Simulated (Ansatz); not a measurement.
This cell of ZnCu (CsCl type) is off equilibrium:

```
CELL_PARAMETERS angstrom
      2.84891     0.00000     0.00000
      0.00000     2.84891     0.00000
      0.00000     0.00000     2.84891
ATOMIC_POSITIONS crystal
  Zn 0.50000 0.50000 0.50000
  Cu 0.00000 0.00000 0.00000
```

Method: PBEsol (plane waves to 420 eV, PAW, scalar-relativistic; Ansatz, a program for electronic structure). k mesh 16×16×16 (Γ-centred), Fermi-Dirac smearing 0.05 eV. Energies are smeared free energies. Stress and pressure are positive under compression. ZnCu is run without spin polarisation. ZnCu was relaxed with its symmetry unable to fall.

### Question
What is the stress tensor (GPa)?

### Answer
```
    9.9      0.0      0.0
    0.0      9.9      0.0
    0.0      0.0      9.9
```
The pressure, a third of the trace, is 9.9 GPa.

### Question
It is the relaxed cell scaled evenly to V/V₀ = 0.940, atoms relaxed where free. What is its energy relative to the relaxed cell?

### Answer
21 meV/atom.

(Under strain, the slope of the energy per volume gives the stress and its curvature an elastic modulus.)
